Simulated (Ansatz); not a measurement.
Ti:
```yaml
crystal:
  lattice:
    - [0.00000, 2.93237, 2.93237]
    - [2.93237, 0.00000, 2.93237]
    - [2.93237, 2.93237, 0.00000]
  atoms:
    - { symbol: Ti, position: [0.00000, 0.00000, 0.00000], spin: 2.1 }
    - { symbol: Ti, position: [0.25000, 0.25000, 0.25000], spin: 2.1 }
```

Relaxed with PBEsol. Special points in fractions of this cell's reciprocal vectors: Γ (0.000, 0.000, 0.000); X (0.500, 0.000, 0.500); U (0.625, 0.250, 0.625); K (0.375, 0.375, 0.750); L (0.500, 0.500, 0.500); W (0.500, 0.250, 0.750).

**Question.** List the band energies nearest the Fermi level at these points for the program Ansatz at the PBEsol level (PAW).

**Answer.** In eV from the Fermi level; about four levels below and three above (degenerate sets whole), none deeper than 8.9 eV; points with the same levels are listed once.

```
k                            below                     above
---  -----------------------------  ------------------------
Γ ↑  -0.99 -0.99 -0.83 -0.83 -0.83            0.99 0.99 0.99
X ↑        -0.76 -0.76 -0.68 -0.68       0.97 0.97 2.78 2.78
U ↑        -1.69 -1.11 -0.89 -0.64            0.09 0.46 0.86
L ↑  -0.96 -0.96 -0.77 -0.77 -0.43       1.75 1.75 2.60 2.60
W ↑        -0.86 -0.86 -0.02 -0.02       0.23 0.23 3.02 3.02
Γ ↓                          -4.00  0.42 0.42 1.01 1.01 1.01
X ↓                    -0.88 -0.88       1.02 1.02 1.20 1.20
U ↓                    -0.90 -0.59            0.61 0.80 1.20
L ↓                    -1.04 -0.77       0.38 0.38 1.08 1.08
W ↓                    -0.76 -0.76       0.96 0.96 1.54 1.54
```

Space group Fd-3m (diamond). The start of the workflow was typed in or built on a structure type; neither database checked (COD, Materials Project) lists it. It is not the phase usual at ambient conditions (space group No. 194). The PBEsol relaxation kept the symmetry of its start. At this level the phase is mechanically unstable. The final state is ferromagnetic, chosen from 4 collinear starts compared on coarse meshes (ties went to the first, and starts can fall back to one state), not a proven ground state.

Potentials: the later of the program's two PAW sets.
